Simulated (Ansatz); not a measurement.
Input and command of a calculation in Ansatz (plane waves; scalar-relativistic PAW potentials unless the input names others):

```yaml
crystal:
  lattice:
    - [0.0, 2.0113053693, 1.9806763535]
    - [2.0113053693, 0.0, 1.9806763535]
    - [2.0113053693, 2.0113053693, 0.0]
  atoms:
    - { symbol: Au, position: [0.0, 0.0, 0.0] }
basis:
  ecutwfc: "300 eV"
kpoints:
  mp_grid: { grid: [26, 26, 26] }
hamiltonian:
  xc: pbesol
scf:
  occupations: { method: gaussian, width: 0.15 }
output:
  forces: true
  eigenvalues: true
  stress: true
```

```bash
ansatz run input.yaml --threads 2 --pin off --max-ram 5120MiB --backend cpu --events-out ev --progress --plain --runs-dir out
```

Abridged log:
```
Warning: basis.ecutwfc = 300 eV is below the records' recommended 420 eV, and the density's cutoff is lower with it unless basis.ecutrho_ratio is high enough to keep the records' density cutoff: compare with a run at a higher cutoff
Basis set: ecut = 300 eV, 173 PW (Γ), exchange–correlation on 32×32×36 points (8 copies of the dense FFT grid, shifted against one another)
Bands: 14, of which v1, the nominal top of the filled ones, is band 10 counted from 1 (9 counted from 0)
Symmetry: 16 space group operations
k-points: 1330 of 17576
SCF iter   1: F=—  HF=-13006.963362 eV  |F-HF|=—  |Δ(HF+E_count)|=         —  Δρ=1.00e-2  dr2=1.16e-2  ethr=1.77e-3  ⟨swp⟩=4.4  Hψ=89504  notcnv=0
SCF iter   2: F=—  HF=-13006.960009 eV  |F-HF|=—  |Δ(HF+E_count)|=   3.35e-3  Δρ=3.82e-3  dr2=1.45e-3  ethr=6.09e-5  ⟨swp⟩=1.8  Hψ=33527  notcnv=0
SCF iter   3: F=—  HF=-13006.959740 eV  |F-HF|=—  |Δ(HF+E_count)|=   2.69e-4  Δρ=6.93e-4  dr2=2.65e-5  ethr=7.63e-6  ⟨swp⟩=2.1  Hψ=26141  notcnv=0
SCF iter   4: F=—  HF=-13006.959761 eV  |F-HF|=—  |Δ(HF+E_count)|=   2.02e-5  Δρ=1.10e-4  dr2=5.24e-7  ethr=1.40e-7  ⟨swp⟩=2.1  Hψ=29002  notcnv=0
SCF iter   5: F=-13006.959761 eV  HF=-13006.959761 eV  |F-HF|=1.27e-9  |Δ(HF+E_count)|=   5.53e-7  Δρ=1.14e-5  dr2=8.52e-9  ethr=2.76e-9  ⟨swp⟩=2.1  Hψ=25408  notcnv=0
SCF iter   6: F=-13006.959761 eV  HF=-13006.959761 eV  |F-HF|=1.64e-11  |Δ(HF+E_count)|=   4.46e-9  Δρ=7.50e-7  dr2=6.38e-11  ethr=4.48e-11  ⟨swp⟩=3.2  Hψ=58712  notcnv=0
SCF 1 converged in 6 iterations: F = -13006.959761 eV  dr2 = 6.38e-11
SCF converged after 6 iterations
Free energy (F): -13006.959761 eV
Harris-Foulkes:  -13006.959761 eV  (|F-HF|=1.64e-11)
Internal energy: -13006.956932 eV  (E = F + TS)
E sigma→0 (E₀):  -13006.958347 eV
Entropy (-TS):   -0.002829 eV (-2.829 meV/atom)
Fermi energy:    22.248098 eV
--- Forces (eV/Å), atoms counted from 1 ---
  atom   1  Au     0.00000000     0.00000000     0.00000000
--- Stress (GPa, compression-positive) ---
       12.172727       0.000000       0.000000
        0.000000      12.172727       0.000000
        0.000000       0.000000      12.746502
  P = ⅓ Tr σ = 12.3640 GPa (123.640 kbar)
```

Apart from outputs and empty bands, the input differs from a reference run on usual settings in basis.ecutwfc: 420 → "300 eV". The reference, at the same geometry (not necessarily relaxed), gave pressure 12.50 GPa, largest force 0.000 eV/Å, no gap on the mesh. This run converged in 6 SCF iterations (reference: 6) with an energy at zero smearing 105 meV/atom above the reference's, pressure 12.36 GPa, largest force 0.000 eV/Å, no gap on the mesh. Its cutoff is looser than usual, and the result moved.

Time: 13 s on 2 threads of AMD EPYC (Zen 3), on a shared host, peak memory 0.48 GiB.